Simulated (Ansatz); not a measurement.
Total density of states per atom from DFT-PBE in the program Ansatz with PAW potentials, in 0.25 eV bins, energy from the Fermi level:

(E (eV), states/eV/atom): (-7.85, 0.05); (-7.60, 0.34); (-7.35, 0.23); (-7.10, 0.00); (-6.85, 0.00); (-6.60, 0.00); (-6.35, 0.00); (-6.10, 0.01); (-5.85, 0.06); (-5.60, 0.28); (-5.35, 0.49); (-5.10, 0.59); (-4.85, 0.80); (-4.60, 1.02); (-4.35, 0.95); (-4.10, 0.55); (-3.85, 0.67); (-3.60, 0.93); (-3.35, 1.10); (-3.10, 1.58); (-2.85, 1.39); (-2.60, 0.80); (-2.35, 0.90); (-2.10, 0.78); (-1.85, 0.68); (-1.60, 0.37); (-1.35, 0.42); (-1.10, 0.28); (-0.85, 0.10); (-0.60, 0.06); (-0.35, 0.20); (-0.10, 0.45); (0.15, 0.61); (0.40, 0.92); (0.65, 0.52); (0.90, 0.79); (1.15, 1.33); (1.40, 1.44); (1.65, 1.24); (1.90, 0.54); (2.15, 0.45); (2.40, 0.67); (2.65, 0.79); (2.90, 1.01); (3.15, 1.12); (3.40, 0.50); (3.65, 0.85); (3.90, 0.16); (4.15, 0.24); (4.40, 0.19); (4.65, 0.11)

Task: Pick the material that matches.
(A) TiC, P6_3/mmc (Ti on 2c, C on 2d)
(B) TiC2, P-3m1 (Ti on 1a, C on 2d)
(C) Ti4SnS8, P-3m1 (Pearson symbol hP13)
(D) SnGe, CsCl type

Result: C, Ti4SnS8, P-3m1 (Pearson symbol hP13). Within 0.5 eV of the Fermi level: Ti 3d 77 %, S 3p 14 %. Projections are on Löwdin-orthogonalised atomic valence shells; empty p or d shells of many metals are not among them.

The start of the workflow was typed in or built on a structure type; neither database checked (COD, Materials Project) lists it. Its standing as an ambient phase is unchecked. The cell was relaxed with PBE under the symmetry of its start; its stability against distortions is not shown here. The workflow began spin-polarised and lost its moments. Spin–orbit coupling is left out wherever it is not named.

Potentials: the earlier of the program's two PAW sets.
